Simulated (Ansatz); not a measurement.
A (110) slab of AlNi (Pm-3m (No. 221)), 6 planes, outer planes AlNi (top) and AlNi (bottom), with 12 atoms (Al6Ni6) in a surface cell of A = 11.348 Å², as cut from the bulk:

```
CELL_PARAMETERS angstrom
2.83275 0.00000 0.00000
0.00000 4.00611 0.00000
0.00000 0.00000 25.01527
ATOMIC_POSITIONS crystal
Al 0.50000 0.00000 0.29982
Ni 0.00000 0.50000 0.29982
Al 0.50000 0.50000 0.37989
Ni 0.00000 0.00000 0.37989
Al 0.50000 0.00000 0.45996
Ni 0.00000 0.50000 0.45996
Al 0.50000 0.50000 0.54004
Ni 0.00000 0.00000 0.54004
Al 0.50000 0.00000 0.62011
Ni 0.00000 0.50000 0.62011
Al 0.50000 0.50000 0.70018
Ni 0.00000 0.00000 0.70018
```

Computed with DFT LDA, scalar-relativistic, plane waves, PAW in Ansatz. Cutoff 420 eV; k points 12×9×1 on the computed 12-atom cell (Γ-centred); Gaussian smearing, width 0.10 eV; no spin polarisation.

Against the same 12 atoms in the bulk, the slab as cut lies 2.819 eV higher and the relaxed slab 2.670 eV higher.

(1) Work out the surface energy before and after relaxation.

(2) What is the ideal work of this cut, per area?

The slab was run without spin polarisation; whether its Ni atoms carry moments at the surface wasn't tested.

Answers

(1) The slab has two faces, so γ = (E_slab − N·E_bulk)/(2A), the mean of both. As cut: 2.819/(2 × 11.348) = 0.1242 eV/Å², and 1 eV/Å² = 16.02 J/m², so γ = 1.99 J/m². Relaxed: 2.670/(2 × 11.348) = 0.1176 eV/Å² = 1.88 J/m². Relaxation recovers 5 % of the cost of cutting.

(2) Griffith's ideal work is 2γ: 3.98 J/m² if the new faces stay rigid, 3.77 J/m² if they relax. One thickness was run, 6 planes, so γ can still shift with it.